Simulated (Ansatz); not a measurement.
Starting structure of a cell relaxation (symmetry kept):

```
B W
1.0
     1.58968   -4.25472    0.00000
     1.58968    4.25472    0.00000
     0.00000    0.00000    3.10223
B W
2 2
Direct
  0.56099 0.43901 0.25000
  0.43901 0.56099 0.75000
  0.85544 0.14456 0.25000
  0.14456 0.85544 0.75000
```

These are results of DFT PBEsol, scalar-relativistic, plane waves, PAW in Ansatz 0.2.0, not measurements.

Cutoff 420 eV; k points 14×14×14 on the computed 4-atom cell (Γ-centred); Gaussian smearing, width 0.10 eV; no spin polarisation.

Task: What does it relax to?

Result: The volume decreases by 0.23 Å³/atom to 10.26 Å³/atom, and the energy falls by 5.6 meV/atom. Final structure:
Space group Cmcm (No. 63). a = 3.153 Å, b = 8.445 Å, c = 3.083 Å, α = 90.00°, β = 90.00°, γ = 90.00°
```csv
atom,site,symmetry,x,y,z
B,4c,m2m,0.0000,0.4385,0.7500
W,4c,m2m,0.0000,0.1447,0.7500
```

Spin–orbit coupling is left out, which can shift energies with elements as heavy as these.

Cost: 1 run of about 2.1 core-minutes, on Arm Neoverse V2 (shared hosts).